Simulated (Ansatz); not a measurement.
CoC₆:
```
CELL_PARAMETERS angstrom
      0.00000     3.73886    -2.16980
      0.00000     3.73886     2.16980
      3.44680     0.00000     0.00000
ATOMIC_POSITIONS crystal
  C  0.00373 0.99627 0.00000
  C  0.00674 0.65735 0.00000
  C  0.34289 0.32564 0.00000
  C  0.34265 0.99326 0.00000
  C  0.67436 0.65711 0.00000
  C  0.67291 0.32709 0.00000
  Co 0.27251 0.72749 0.50000
```
The run is spin-polarised; directions of the spins, atom by atom: 0 0 0 0 0 0 ↑.

Relaxed with PBEsol. Special points in fractions of this cell's reciprocal vectors: Γ (0.000, 0.000, 0.000); Y (0.500, 0.500, 0.000); F0 (0.334, 0.666, 0.000); Δ0 (-0.334, 0.334, 0.000); Z (0.000, 0.000, 0.500); B0 (-0.334, 0.334, 0.500); G0 (0.334, 0.666, 0.500); T (0.500, 0.500, 0.500); S (0.000, 0.500, 0.000); R (0.000, 0.500, 0.500).

Q: List the band energies nearest the Fermi level at these points for the program Ansatz at the PBEsol level (PAW).

A: In eV from the Fermi level; about four levels below and three above (degenerate sets whole), none deeper than 8.9 eV; points with the same levels are listed once.

```
k                       below                above
----  -----------------------  -------------------
Γ ↑   -1.62 -1.51 -1.00 -0.99       1.85 1.88 1.99
Y ↑   -1.75 -1.45 -1.02 -0.65       1.32 3.35 3.76
F0 ↑  -1.63 -1.62 -1.08 -0.79  3.59 4.04 4.06 4.06
Z ↑   -3.14 -1.69 -1.61 -1.23       0.03 0.27 6.18
B0 ↑  -2.28 -1.83 -1.46 -1.23       2.49 3.20 3.30
T ↑   -2.20 -1.83 -1.39 -1.22       0.72 3.97 4.68
S ↑   -1.61 -1.47 -0.99 -0.08       1.00 3.29 3.76
R ↑   -2.30 -1.76 -1.50 -1.17       0.72 3.92 4.86
Γ ↓   -0.97 -0.97 -0.94 -0.80       2.23 2.50 2.78
Y ↓   -1.33 -1.18 -0.70 -0.32       0.29 1.70 3.36
F0 ↓  -1.45 -0.98 -0.90 -0.04       0.07 3.62 4.15
Z ↓   -3.12 -1.24 -0.26 -0.12       0.56 0.81 6.38
B0 ↓  -1.90 -1.68 -1.26 -0.28       0.02 2.56 3.39
T ↓   -2.92 -1.55 -1.29 -0.24       0.09 1.19 4.01
S ↓   -1.42 -0.96 -0.76 -0.23       0.65 1.49 3.30
R ↓   -2.95 -1.69 -1.17 -0.23       0.01 1.16 3.96
```

Space group Amm2. The start of the workflow was typed in or built on a structure type; neither database checked (COD, Materials Project) lists it. Its standing as an ambient phase is unchecked. Symmetry was held in the PBEsol relaxation; whether a distortion lowers the energy is not shown. Magnetic state: ferromagnetic, the only order run, not a proven ground state. The cell computed holds one magnetic atom, so no antiferromagnetic order was within reach. Its formation energy is positive at this level, so the cell may be metastable or incomplete.

Potentials: the earlier of the program's two PAW sets. The files were generated under PBE; for other functionals the program regenerates the frozen cores, and for LDA and PBEsol the local potential too.
